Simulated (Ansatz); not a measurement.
BiTe (1 1 0): scalar-relativistic and spin-orbit results side by side, simulated with Ansatz.

Miller indices refer to the conventional cell of Fm-3m (No. 225), a = 6.502 Å, b = 6.502 Å, c = 6.502 Å, α = 90.00°, β = 90.00°, γ = 90.00°.

The slab after a scalar-relativistic relaxation:

```yaml
crystal:
  lattice:
    - [4.59788, 0.00000, 0.00000]
    - [0.00000, 6.50239, 0.00000]
    - [0.00000, 0.00000, 24.19577]
  atoms:
    - { symbol: Bi, position: [0.50000, 0.00000, 0.31501] }
    - { symbol: Te, position: [0.50000, 0.50000, 0.31745] }
    - { symbol: Bi, position: [0.00000, 0.50000, 0.40210] }
    - { symbol: Te, position: [0.00000, 0.00000, 0.40143] }
    - { symbol: Bi, position: [0.50000, 0.00000, 0.50000] }
    - { symbol: Te, position: [0.50000, 0.50000, 0.50000] }
    - { symbol: Bi, position: [0.00000, 0.50000, 0.59790] }
    - { symbol: Te, position: [0.00000, 0.00000, 0.59857] }
    - { symbol: Bi, position: [0.50000, 0.00000, 0.68499] }
    - { symbol: Te, position: [0.50000, 0.50000, 0.68255] }
```

Theory: PBE in Ansatz, plane waves and PAW, once scalar-relativistic and once with spin-orbit coupling.

Plane waves to 420 eV, a k mesh through Γ of 8×6×1 on the computed 10-atom cell and Gaussian smearing (0.10 eV). The cell repeats along c with a dipole correction in the vacuum.

Slab and bulk are both computed again with spin-orbit coupling at the same atoms and cell; the bulk's mesh is 8×6×15 with a smearing of 0.10 eV.

Without spin-orbit coupling:

```yaml
Surface_energy_J/m²: 0.254
Work_function_top_face_eV: 4.154
```

Q: What does spin-orbit coupling change?

A: 
| quantity | without | with spin-orbit coupling |
| --- | --- | --- |
| surface energy (J/m²) | 0.254 | 0.253 |
| work function, top face (eV) | 4.154 | 4.034 |

The surface energy hardly changes, the work function changes by -0.12 eV. Slab and bulk have no gap either way. At these atoms the largest force component with spin-orbit coupling is 0.203 eV/Å, so a relaxation with it would move them a little.

On a slab of finite thickness, changes under about 0.01 J/m² or 0.05 eV aren't settled.
